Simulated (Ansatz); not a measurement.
Values for one crystal, relaxed and computed with PBEsol (plane waves, PAW; program Ansatz); other levels are named.

Volume per atom: 14.72 Å³
Electronic character: metallic (no gap)
Gap with spin–orbit coupling: none (metallic)
Elastic constants (relaxed ions, GPa): C11 = 744, C12 = 106, C13 = 238, C33 = 627, C44 = 253, C66 = 108
Density of states at the Fermi level: 0.43 states/eV per atom (mean over ±0.08 eV)
Zone-centre stability: no imaginary mode at Γ
Poisson's ratio: 0.26

Q: Which compound is it?
A) IrW, L1₀ or tetragonal B2
B) Zr2Ir, I4/mcm (Zr on 8h, Ir on 4a)
C) PtW, rock salt
D) MnIr, P4/mmm (Mn on 1b, Ir on 1c)

A: A, IrW, L1₀ or tetragonal B2

The start of the workflow was typed in or built on a structure type; neither database checked (COD, Materials Project) lists it. COD files the formula under space group No. 51. Its standing as an ambient phase is unchecked. The PBEsol relaxation kept the symmetry of its start. No spin polarisation was allowed. As this level gives no gap, shear constants depend on the k-mesh and smearing (Fermi–Dirac, 0.1 eV here). Scalar-relativistic: spin–orbit coupling is off unless named, which matters more the heavier the elements.

Potentials: the later of the program's two PAW sets.
